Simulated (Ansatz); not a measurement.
A generator proposed this cell of ZnCrC4N4.

```
Zn Cr C N
1.0
     5.90687    0.00000    0.00000
     0.00000    5.90687    0.00000
     0.00000    0.00000    5.90687
Zn Cr C N
1 1 4 4
Cartesian
  2.9534 2.9534 2.9534
  0.0000 0.0000 0.0000
  1.1189 1.1189 1.1189
  1.1189 4.7880 4.7880
  4.7880 1.1189 4.7880
  4.7880 4.7880 1.1189
  1.7944 1.7944 1.7944
  1.7944 4.1125 4.1125
  4.1125 1.7944 4.1125
  4.1125 4.1125 1.7944
```

Theory: DFT PBE, scalar-relativistic, plane waves, PAW in Ansatz. Plane waves to 420 eV, a k mesh through Γ of 4×4×4 on the computed 10-atom cell and Gaussian smearing (0.10 eV); collinear spin from starting moments 0.0 3.0 0.0 0.0 0.0 0.0 0.0 0.0 0.0 0.0 μB.

Energies over the elements count from the elements' standard structures at the same level (N₂ as a molecule), with no fitted energy shifts.

**Question.** How far from equilibrium is it?

**Answer.** The pressure is 1.8 GPa (it wants to expand), the largest force is 1.03 eV/Å, and the energy is +0.40 eV/atom against the elements. The shortest distance is 1.17 Å.

**Question.** How much does it gain on relaxing, and where does it end?

**Answer.** Relaxing gains under 0.1 eV/atom (the start's value is from the coarse mesh, so the gain is rough) in 9 ionic steps and ends at +0.37 eV/atom on the finer mesh. The symmetry stays P-43m (No. 215). The volume per atom grows by 4.4 %, from 20.6 to 21.5 Å³. The shortest distance stays 1.17 Å (C–N). Conventional cell: a = 5.991 Å. Zn has 4 N at 1.96 Å; Cr has 4 C at 2.06 Å; around C lie 1 N at 1.17 Å and 1 Cr at 2.06 Å; N is surrounded by 1 C at 1.17 Å and 1 Zn at 1.96 Å.

The last run used collinear spin, a 6×6×6 mesh for its 10-atom cell and Gaussian smearing of 0.10 eV. The reference form of C is held partly by dispersion forces, which this level lacks. Another magnetic order may lie lower. The relaxation can't lower the symmetry of the start. Symmetry constrained the relaxation, so the result can be a saddle point.
